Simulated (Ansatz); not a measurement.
# NMR crystallography of CaO with Gd replacing Ca: given against relaxed positions

Start: a supercell of CaO (rock salt type, Fm-3m) built from an entry of the Crystallography Open Database (COD), with all atoms left at the host's positions.

Space group Fm-3m (No. 225); a = 14.4390 Å.

```csv
site,Wyckoff,site symmetry,x,y,z
Gd,4a,m-3m,0.0000,0.0000,0.0000
Ca2,48h,m.m2,0.1667,0.1667,0.0000
Ca5,32f,.3m,0.3333,0.1667,0.1667
Ca15,24e,4m.m,0.5000,0.5000,0.3333
O28,32f,.3m,0.1667,0.1667,0.1667
O30,24e,4m.m,0.5000,0.5000,0.1667
O32,48i,m.m2,0.5000,0.3333,0.3333
O41,4b,m-3m,0.5000,0.5000,0.5000
```

One atom of each set is listed; the run and its k-mesh use a cell of 54 atoms with edges of 10.21, 10.21, 10.21 Å.

The numbers come from a DFT calculation in Ansatz (PBE, plane waves and PAW, scalar-relativistic, collinear spin, 420 eV cutoff, Γ-centred 2×2×2 k-points, Fermi–Dirac smearing 0.01 eV, cell charge +1). Start moments as typed (μB): 7 on each Gd, none on the rest.

The largest force at the start is 0.98 eV/Å. Relaxing the ions at fixed cell moves them by 0.060 Å at most (atom 30, O) and 0.025 Å rms.

| site | moved (Å) | first shell before | first shell after | V_zz before (10²¹ V/m²) | η before |
| --- | --- | --- | --- | --- | --- |
| Gd | 0.000 | 6 O at 2.41 Å | 6 O at 2.35 Å | 0.00 | – |
| Ca2 | 0.032 | 6 O at 2.41 Å | 6 O at 2.39–2.43 Å | -0.44 | 0.14 |
| Ca15 | 0.008 | 6 O at 2.41 Å | 6 O at 2.40–2.47 Å | 0.50 | 0.00 |
| O28 | 0.007 | 6 Ca at 2.41 Å | 6 Ca at 2.40–2.41 Å | 0.27 | 0.00 |
| O30 | 0.060 | 5 Ca at 2.41 Å, 1 Gd at 2.41 Å | 1 Gd at 2.35 Å, 5 Ca at 2.43–2.47 Å | 0.28 | 0.00 |
| O32 | 0.002 | 6 Ca at 2.41 Å | 6 Ca at 2.39–2.41 Å | 0.30 | 0.30 |

**Question.** How do the gradients change?

**Answer.** 

```csv
site,V_zz after,η after,change of V_zz
Gd,0.00,–,0.00
Ca2,-0.40,0.84,+0.04
Ca15,0.85,0.00,+0.35
O28,-0.011,0.00,-0.28
O30,-0.21,0.00,-0.49
O32,0.15,0.29,-0.15
```

The largest change of V_zz is on O30, from 0.28 to -0.21. In per cent, |V_zz| changes by +68 on Ca (all sites that start above 0.5). On Ca2, O32 V_xx and V_yy change places (or their axes turn by over 50°), so the two values of η hide a larger change. V_zz changes sign on O30 (same axis). Other sites with |V_zz| of 0.02 or less aren't listed.

The defect repeats with the cell of 54 atoms, so it feels its images: sites between two images don't show the values beside a lone defect, and zeros or small values of η there can come from the images' arrangement. A uniform background compensates the cell's charge. Without spin–orbit coupling the gradients at and beside Gd can be off by some per cent, at some sites by more.
Before: The neighbours have not yet relaxed around the defect (largest force 0.98 eV/Å), so a real crystal will differ.
After: The relaxation keeps the site symmetry m-3m of the start, so the impurity can't leave its site; a start off the site could end lower.
